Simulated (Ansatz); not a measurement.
BaZn$_{2}$P$_{2}$:
```xyz
5
Lattice="-1.9809 1.9809 6.4955 1.9809 -1.9809 6.4955 1.9809 1.9809 -6.4955" Properties=species:S:1:pos:R:3 pbc="T T T"
Ba     0.0000     0.0000     0.0000
P      0.0000     0.0000     4.6964
P      0.0000     0.0000     8.2945
Zn     0.0000     1.9809     3.2477
Zn     1.9809     0.0000     3.2477
```

Relaxed with PBEsol. Special points in fractions of this cell's reciprocal vectors: Γ (0.000, 0.000, 0.000); X (0.000, 0.000, 0.500); P (0.250, 0.250, 0.250); N (0.000, 0.500, 0.000); M (0.500, 0.500, -0.500); S (0.273, 0.727, -0.273); S0 (-0.273, 0.273, 0.273); R (-0.047, 0.047, 0.500); G (0.500, 0.500, -0.047).

**Question.** List the band energies nearest the Fermi level at these points for DFT-PBEsol in the program Ansatz with PAW potentials.

**Answer.** In eV from the Fermi level; about four levels below and three above (degenerate sets whole), none deeper than 8.9 eV; points with the same levels are listed once.

```
k                    below                above
-  -----------------------  -------------------
Γ  -2.69 -2.69 -0.15 -0.15       0.15 0.24 0.91
X  -3.95 -3.55 -2.71 -2.33       1.26 1.87 3.22
P  -3.88 -3.12 -3.12 -2.46  2.15 2.27 2.47 2.47
N  -1.76 -1.63 -1.37 -0.87       1.08 2.02 2.69
M  -2.45 -0.48 -0.48 -0.21       0.88 2.70 3.08
S  -2.02 -1.49 -1.13 -0.69       0.74 1.87 2.25
R  -3.92 -3.51 -2.77 -2.35       1.39 2.02 3.18
```

Space group I4/mmm. The workflow started from an entry of the Crystallography Open Database (COD). Whether it is the stable phase at ambient conditions was not checked. The PBEsol relaxation kept the symmetry of its start; whether a distortion lowers the energy is not shown. A small band overlap can be real or an error of a semilocal functional. Spin–orbit coupling is left out wherever it is not named.

Potentials: the later of the program's two PAW sets.
